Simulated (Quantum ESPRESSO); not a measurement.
## Kohn-Sham bands of YSF (P4/nmm)

```yaml
crystal:
  lattice:
    - [3.77299, 0.00000, 0.00000]
    - [0.00000, 3.77299, 0.00000]
    - [0.00000, 0.00000, 6.82667]
  atoms:
    - { symbol: Y, position: [0.00000, 0.50000, 0.22723] }
    - { symbol: Y, position: [0.50000, 0.00000, 0.77277] }
    - { symbol: S, position: [0.00000, 0.50000, 0.64557] }
    - { symbol: S, position: [0.50000, 0.00000, 0.35443] }
    - { symbol: F, position: [0.00000, 0.00000, 0.00000] }
    - { symbol: F, position: [0.50000, 0.50000, 0.00000] }
```

Cell from Materials Project (mp-10086), symmetrised, no further relaxation. Not found in the COD (Crystallography Open Database) copy used, which has the formula in other groups; not checked further. Method: PBEsol plane waves in Quantum ESPRESSO 7.5 (PseudoDojo norm-conserving files, 68 Ry, spinors with spin-orbit coupling), Bloch states on a 4×4×4 mesh through Γ, Wannier90 4.0.1. Density: 8×8×6 mesh, Gaussian smearing 0.01 Ry.

Task: List the Kohn-Sham levels between −8 and 4.2 eV relative to the valence-band maximum at the high-symmetry points, as a band run of pw.x on that density gives them (levels within 2 meV counted together).

Result: 
```tsv
point	k (reciprocal lattice)	levels (eV)
Γ	0.000 0.000 0.000	-6.37 (×2), -6.36 (×2), -5.96 (×2), -5.82 (×2), -4.58 (×2), -4.53 (×2), -3.03 (×2), -1.76 (×2), -1.68 (×2), -0.29 (×2), -0.08 (×2), 0.00 (×2), 1.17 (×2), 2.93 (×2), 3.64 (×2), 3.68 (×2), 4.13 (×2)
X	0.000 0.500 0.000	-6.13 (×4), -5.59 (×4), -5.53 (×4), -3.01 (×4), -1.73 (×4), -1.15 (×4), 3.62 (×4)
M	0.500 0.500 0.000	-6.60 (×4), -5.63 (×4), -4.32 (×4), -3.64 (×4), -1.77 (×4), -1.30 (×4)
Z	0.000 0.000 0.500	-6.36 (×2), -6.36 (×2), -6.20 (×2), -5.83 (×2), -4.60 (×2), -4.56 (×2), -2.55 (×2), -1.67 (×2), -1.58 (×2), -1.07 (×2), -0.15 (×2), -0.07 (×2), 1.76 (×2), 2.17 (×2), 3.85 (×2), 3.90 (×2), 4.04 (×2)
R	0.000 0.500 0.500	-6.02 (×4), -5.66 (×4), -5.59 (×4), -3.28 (×4), -1.66 (×4), -0.89 (×4), 3.93 (×4)
A	0.500 0.500 0.500	-6.79 (×4), -5.63 (×4), -4.32 (×4), -3.63 (×4), -1.57 (×4), -1.34 (×4)
```
